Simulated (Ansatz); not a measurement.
Input:

Relaxed KI (rock salt):

```xyz
2
Lattice="0.0000 3.5458 3.5458 3.5458 0.0000 3.5458 3.5458 3.5458 0.0000" Properties=species:S:1:pos:R:3 pbc="T T T"
I      0.0000     0.0000     0.0000
K      3.5458     3.5458     3.5458
```

Scan: atom 2 (K, nearest neighbour I at 3.546 Å; its periodic images, 5.0 Å or more away, move with it) is displaced along Cartesian x, direction (1.000, 0.000, 0.000) in Cartesian axes, by s. The other atoms stay.

The numbers are results of r2SCAN (plane waves to 500 eV, PAW, scalar-relativistic; Ansatz, a quantum-chemistry and plane-wave program), not measurements. k mesh 7×7×7 (Γ-centred), Fermi-Dirac smearing 0.05 eV. Energies are smeared free energies. KI was relaxed with its symmetry unable to fall. Spin-orbit coupling is left out, though I is heavy. ΔE is measured from the undisplaced structure.

The scan covers s from -0.350 to 0.350 Å in 11 points.

Is the energy the same for equal positive and negative displacements?

Even: the same for both signs. With its periodic images moving along, the atom's site symmetry in this cell is m-3m.

What force acts on the atom along the line at s = -0.350 Å?

0.524 eV/Å.

What is the force constant k = d²E/ds² of this move at s = 0?

1.12 eV/Å².

With two atoms in the cell this is the zone-centre optical mode. What wavenumber follows (transverse: no LO-TO term)?

101 cm⁻¹.

(For displaced atoms, the force is minus the slope of the energy, and its curvature is a force constant, which sets phonon frequencies.)
